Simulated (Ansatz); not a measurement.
# Zone-centre phonons of HfN at 20 GPa: input and output

Theory: DFT PBEsol, scalar-relativistic, plane waves, PAW (Ansatz 0.2.0).

Launched with:
```bash
ansatz run input.yaml --threads 1 --pin off --max-ram 3072MiB --backend cpu --events-out ev --progress --plain --runs-dir out
```

Input (bare energies are in eV):
```yaml
crystal:
  lattice:
    - [0.0, 2.2052149139, 2.2052149139]
    - [2.2052149139, 0.0, 2.2052149139]
    - [2.2052149139, 2.2052149139, 0.0]
  atoms:
    - { symbol: Hf, position: [0.0, 0.0, 0.0] }
    - { symbol: "N", position: [0.5, 0.5, 0.5] }
basis:
  ecutwfc: 420
kpoints:
  mp_grid: { grid: [16, 16, 16] }
hamiltonian:
  xc: pbesol
scf:
  occupations: { method: fermi_dirac, width: 0.15 }
output:
  eigenvalues: true
phonons:
  method: dfpt
  eigenvectors: true
```

Results section of the output:
```
--- Phonons (Γ-DFPT): 2 representative perturbations + reference, on 349 of 4096 k-points (Σ response iterations 7) ---
  k mesh reduced under 8 symmetry operations, with k and −k counted as one. Each operation leaves every solved perturbation unchanged. A smaller set is not used because it would not reduce the number of displacements ...
  ASR residual: 3.262e-4 → 0.000e0 eV/Å²; symmetrization residual: 6.966e-7 eV/Å²
  ASR residual per site (eV/Å²): 3.26e-4 9.36e-5
  Γ frequencies (cm⁻¹): 0.00 0.00 0.00 561.69 561.69 561.69
  non-analytic LO–TO correction: not included (Born effective charges unavailable; polar crystals: no LO–TO splitting at Γ)
```

It took 110 s on 1 thread of Intel(R) Xeon(R) Processor @ 2.50GHz (Skylake/Cascade Lake) (shared host), peak memory 0.78 GiB.

In a metal, frequencies and elastic constants depend on the k mesh and the smearing, soft modes and shear constants most. Spin–orbit coupling is left out, which can shift energies with elements as heavy as these. Other phases may be more stable at this pressure.